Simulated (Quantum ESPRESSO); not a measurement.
Si3Ge3AlN, input and log of a self-consistent run

Simulated, not a measurement. The program is pw.x of Quantum ESPRESSO 7.5 (plane-wave density functional theory). The cell is made up: 8 atoms on a zincblende/diamond lattice, with randomly drawn elements, strain and displacements, not relaxed. PseudoDojo standard norm-conserving files (v0.5 for PBE, v0.4.1 for LDA and PBEsol) set the functional; there is no spin polarisation, spin-orbit coupling or dispersion term, and the masses in the input are unused placeholders.

Input:

```
&control calculation='scf', pseudo_dir='./dojo.nc.sr.pbe.v0_5.standard.upf', outdir='./o', disk_io='medium', tprnfor=.true., tstress=.true. /
&system ibrav=0, nat=8, ntyp=4, nbnd=41, ecutwfc=84.00895049, nosym=.true., tot_charge=0,
 occupations='smearing', smearing='fd', degauss=0.0073498644
/
&electrons conv_thr=7.350e-09, electron_maxstep=60, /
ATOMIC_SPECIES
Al 1.0 Al.upf
Ge 1.0 Ge.upf
N 1.0 N.upf
Si 1.0 Si.upf
CELL_PARAMETERS angstrom
5.7183 0.0494 0.0718
0.0494 5.7617 0.0409
0.0718 0.0409 5.6211
ATOMIC_POSITIONS angstrom
Si -0.0433 0.0771 -0.0175
Ge 0.0426 2.7007 2.8439
Si 2.8897 0.1086 2.934
Al 2.8984 2.822 0.006
Ge 1.3232 1.2986 1.6172
N 1.6041 4.3269 4.1859
Si 4.4406 1.3911 4.3242
Ge 4.2043 4.401 1.3679
K_POINTS automatic
6 6 6 1 1 1
```

The log is shortened where brackets say so; the opening notice, blank lines, dates and the lines on written files are dropped, and the path of the files is cut. It prints rydbergs, bohrs and kilobars, and counts compression as positive stress.

```
     Program PWSCF v.7.5
     Parallel version (MPI & OpenMP), running on       1 processor cores
     Number of MPI processes:                 1
     Threads/MPI process:                     1
     [start-up lines left out]
     bravais-lattice index     =            0
     lattice parameter (alat)  =      10.8073  a.u.
     unit-cell volume          =    1249.4299 (a.u.)^3
     number of atoms/cell      =            8
     number of atomic types    =            4
     number of electrons       =        62.00
     number of Kohn-Sham states=           41
     kinetic-energy cutoff     =      84.0090  Ry
     charge density cutoff     =     336.0358  Ry
     scf convergence threshold =      7.3E-09
     mixing beta               =       0.7000
     number of iterations used =            8  plain     mixing
     Exchange-correlation= PBE
                           (   1   4   3   4   0   0   0)
     [axes and pseudopotential details left out]
   Cartesian axes
     site n.     atom                  positions (alat units)
         1        Si     tau(   1) = (  -0.0075713   0.0134815  -0.0030600  )
         2        Ge     tau(   2) = (   0.0074489   0.4722359   0.4972754  )
         3        Si     tau(   3) = (   0.5052838   0.0189895   0.5130300  )
         4        Al     tau(   4) = (   0.5068051   0.4934460   0.0010491  )
         5        Ge     tau(   5) = (   0.2313706   0.2270691   0.2827785  )
         6        N      tau(   6) = (   0.2804879   0.7565881   0.7319333  )
         7        Si     tau(   7) = (   0.7764693   0.2432434   0.7561160  )
         8        Ge     tau(   8) = (   0.7351506   0.7695450   0.2391867  )
     number of k points=   108  Fermi-Dirac smearing, width (Ry)=  0.0073
     Number of k-points >= 100: set verbosity='high' to print them.
     Dense  grid:   129971 G-vectors     FFT dimensions: (  64,  64,  64)
     Estimated max dynamical RAM per process >     174.26 MB
     Initial potential from superposition of free atoms
     starting charge      61.9932, renormalised to      62.0000
     Starting wfcs are   47 randomized atomic wfcs
     total cpu time spent up to now is       48.5 secs
     per-process dynamical memory:   103.3 Mb
     Self-consistent Calculation
     iteration #  1     ecut=    84.01 Ry     beta= 0.70
     Davidson diagonalization with overlap
     ethr =  1.00E-02,  avg # of iterations =  3.1
     total cpu time spent up to now is      207.2 secs
     total energy              =    -585.93730483 Ry
     estimated scf accuracy    <       0.75375910 Ry
     iteration #  2     ecut=    84.01 Ry     beta= 0.70
     Davidson diagonalization with overlap
     ethr =  1.22E-03,  avg # of iterations =  6.9
     total cpu time spent up to now is      341.0 secs
     total energy              =    -585.63031631 Ry
     estimated scf accuracy    <       6.55259905 Ry
     iteration #  3     ecut=    84.01 Ry     beta= 0.70
     Davidson diagonalization with overlap
     ethr =  1.22E-03,  avg # of iterations =  4.8
     total cpu time spent up to now is      479.1 secs
     total energy              =    -586.34837973 Ry
     estimated scf accuracy    <       0.05826901 Ry
     iteration #  4     ecut=    84.01 Ry     beta= 0.70
     Davidson diagonalization with overlap
     ethr =  9.40E-05,  avg # of iterations =  5.8
     total cpu time spent up to now is      626.3 secs
     total energy              =    -586.36139241 Ry
     estimated scf accuracy    <       0.00770725 Ry
     iteration #  5     ecut=    84.01 Ry     beta= 0.70
     Davidson diagonalization with overlap
     ethr =  1.24E-05,  avg # of iterations =  5.6
     total cpu time spent up to now is      752.6 secs
     total energy              =    -586.36228594 Ry
     estimated scf accuracy    <       0.00357098 Ry
     iteration #  6     ecut=    84.01 Ry     beta= 0.70
     Davidson diagonalization with overlap
     ethr =  5.76E-06,  avg # of iterations =  2.1
     total cpu time spent up to now is      858.2 secs
     total energy              =    -586.36301529 Ry
     estimated scf accuracy    <       0.00027911 Ry
     iteration #  7     ecut=    84.01 Ry     beta= 0.70
     Davidson diagonalization with overlap
     ethr =  4.50E-07,  avg # of iterations =  2.0
     total cpu time spent up to now is      966.5 secs
     total energy              =    -586.36306681 Ry
     estimated scf accuracy    <       0.00001845 Ry
     iteration #  8     ecut=    84.01 Ry     beta= 0.70
     Davidson diagonalization with overlap
     ethr =  2.98E-08,  avg # of iterations =  2.3
     total cpu time spent up to now is     1073.9 secs
     total energy              =    -586.36307186 Ry
     estimated scf accuracy    <       0.00000245 Ry
     iteration #  9     ecut=    84.01 Ry     beta= 0.70
     Davidson diagonalization with overlap
     ethr =  3.95E-09,  avg # of iterations =  2.3
     total cpu time spent up to now is     1183.7 secs
     total energy              =    -586.36307252 Ry
     estimated scf accuracy    <       0.00000023 Ry
     iteration # 10     ecut=    84.01 Ry     beta= 0.70
     Davidson diagonalization with overlap
     ethr =  3.63E-10,  avg # of iterations =  3.9
     total cpu time spent up to now is     1328.1 secs
     total energy              =    -586.36307259 Ry
     estimated scf accuracy    <       0.00000006 Ry
     iteration # 11     ecut=    84.01 Ry     beta= 0.70
     Davidson diagonalization with overlap
     ethr =  8.92E-11,  avg # of iterations =  2.0
     total cpu time spent up to now is     1437.1 secs
     End of self-consistent calculation
     Number of k-points >= 100: set verbosity='high' to print the bands.
     the Fermi energy is     5.4084 ev
!    total energy              =    -586.36307261 Ry
     estimated scf accuracy    <          5.9E-09 Ry
     smearing contrib. (-TS)   =      -0.00514243 Ry
     internal energy E=F+TS    =    -586.35793018 Ry
     The total energy is F=E-TS. E is the sum of the following terms:
     one-electron contribution =    -375.99560678 Ry
     hartree contribution      =     220.41428301 Ry
     xc contribution           =    -147.63903496 Ry
     ewald contribution        =    -283.13757146 Ry
     convergence has been achieved in  11 iterations
     Forces acting on atoms (cartesian axes, Ry/au):
     atom    1 type  4   force =     0.05050264   -0.08381746    0.01156329
     atom    2 type  2   force =    -0.03161608    0.12521266    0.02508276
     atom    3 type  4   force =    -0.01795903   -0.08825315    0.03214206
     atom    4 type  1   force =    -0.06193016    0.02972349   -0.02270751
     atom    5 type  2   force =     0.06577770   -0.01178678   -0.08224450
     atom    6 type  3   force =     0.01960734    0.01451801    0.01874306
     atom    7 type  4   force =    -0.04813619    0.01461611   -0.01422320
     atom    8 type  2   force =     0.02375378   -0.00021289    0.03164403
     Total force =     0.240562     Total SCF correction =     0.000371
     Computing stress (Cartesian axis) and pressure
          total   stress  (Ry/bohr**3)                   (kbar)     P=      -56.81
  -0.00041284  -0.00017188  -0.00010559          -60.73      -25.28      -15.53
  -0.00017188  -0.00041930   0.00011247          -25.28      -61.68       16.54
  -0.00010559   0.00011247  -0.00032640          -15.53       16.54      -48.01
     init_run     :     45.52s CPU     48.32s WALL (       1 calls)
     electrons    :   1342.22s CPU   1388.67s WALL (       1 calls)
     forces       :     15.83s CPU     15.95s WALL (       1 calls)
     stress       :     58.73s CPU     58.91s WALL (       1 calls)
     [timing details left out]
     PWSCF        :  24m22.83s CPU  25m14.81s WALL
     JOB DONE.
```

In other units: free energy -7977.876 eV for the cell, pressure -5.68 GPa, largest force component 3.219 eV/Å. A rerun of the same cell at another strain at 1437 eV and a 8 x 8 x 8 mesh moved values by no more than 0.003 eV in energy, 0.02 GPa in stress and 0.014 eV/Å in force.